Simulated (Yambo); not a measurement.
Yambo run on KTaO3 (cubic perovskite, space group Pm-3m, No. 221). The wavefunctions come from this Quantum ESPRESSO step (PBEsol, PseudoDojo standard norm-conserving files, fully relativistic):

```
&CONTROL
  calculation = 'nscf'
  pseudo_dir = './pseudo'
  outdir = './out'
/
&SYSTEM
  ibrav = 0
  nat = 5
  ntyp = 3
  ecutwfc = 84.0
  ecutrho = 336.0
  occupations = 'fixed'
  force_symmorphic = .true.
  nbnd = 202
  noncolin = .true.
  lspinorb = .true.
/
&ELECTRONS
  conv_thr = 5e-09
  diago_full_acc = .true.
  diago_thr_init = 1e-08
/
ATOMIC_SPECIES
O 15.9990 O.upf
K 39.0983 K.upf
Ta 180.9479 Ta.upf
CELL_PARAMETERS angstrom
  3.994880000000   0.000000000000   0.000000000000
  0.000000000000   3.994880000000   0.000000000000
  0.000000000000   0.000000000000   3.994880000000
ATOMIC_POSITIONS crystal
O   0.000000000000   0.500000000000   0.000000000000
O   0.500000000000   0.000000000000   0.000000000000
O   0.000000000000   0.000000000000   0.500000000000
K   0.500000000000   0.500000000000   0.500000000000
Ta   0.000000000000   0.000000000000   0.000000000000
K_POINTS automatic
4 4 4 0 0 0
```

Yambo input:

```
rim_cut
gw0
dyson
el_el_corr
HF_and_locXC
ppa
em1d
RandQpts= 1000000
RandGvec= 1 Ry
EXXRLvcs= 84 Ry
VXCRLvcs= 336 Ry
Chimod= "HARTREE"
% BndsRnXp
 5 | 200 |
%
NGsBlkXp= 7 Ry
% LongDrXp
 1.0 | 1.0 | 1.0 |
%
PPAPntXp= 27.2114 eV
% GbndRnge
 1 | 200 |
%
GTermKind= "BG"
DysSolver= "n"
ExtendOut
% QPkrange
 1 | 1 | 38 | 42 |
 3 | 3 | 40 | 41 |
 6 | 6 | 40 | 41 |
 10 | 10 | 40 | 41 |
%
```

k points by index: 1 = Γ, 3 = X, 6 = M, 10 = R.

The o-*.qp file then holds:

```
#    K-point    Band    Eo [eV]    E [eV]    E-Eo [eV]    Vxc [eV]    Vnlxc [eV]    Sc|Eo [eV]    Sc|E [eV]    dSc/dw|Eo [eV]    Re(Z)    Im(Z)
#
    1    38    -0.583178    -1.099625    -0.516446    -20.27390    -25.29599    4.361436    4.505644    -7.596483    0.781757    -0.001282
    1    39    -0.583178    -1.095041    -0.511863    -20.27390    -25.29599    4.367297    4.510223    -7.596382    0.781760    -0.001283
    1    40    -0.583178    -1.093422    -0.510244    -20.27390    -25.29599    4.369368    4.511840    -7.596265    0.781762    -0.001283
    1    41    1.999824    3.154729    1.154906    -14.87638    -9.369173    -4.111551    -4.352301    -5.671960    0.827511    -0.001073
    1    42    1.999824    3.148718    1.148894    -14.87638    -9.369168    -4.118806    -4.358318    -5.672310    0.827502    -0.001074
    3    40    -0.786736    -1.307570    -0.520835    -20.06424    -25.11593    4.385511    4.530857    -7.591937    0.781860    -0.001298
    3    41    2.283971    3.464015    1.180043    -15.03945    -9.419504    -4.191093    -4.439903    -5.736976    0.825878    -0.001092
    6    40    -0.045808    -0.518120    -0.472313    -19.82871    -25.02648    4.586749    4.725453    -7.988980    0.773040    -0.001348
    6    41    4.883686    6.230342    1.346656    -17.96294    -11.91212    -4.355907    -4.704158    -7.036173    0.794547    -0.001517
    10    40    0.000000    -0.463711    -0.463711    -19.91070    -25.12058    4.609774    4.746170    -8.001740    0.772760    -0.001349
    10    41    6.305201    7.710412    1.405211    -18.26581    -11.21516    -5.209714    -5.645443    -8.431419    0.763396    -0.006205
```
(The two width columns are left out.) Convergence of these settings isn't established.

Geometry of the Materials Project entry, not relaxed at this level.
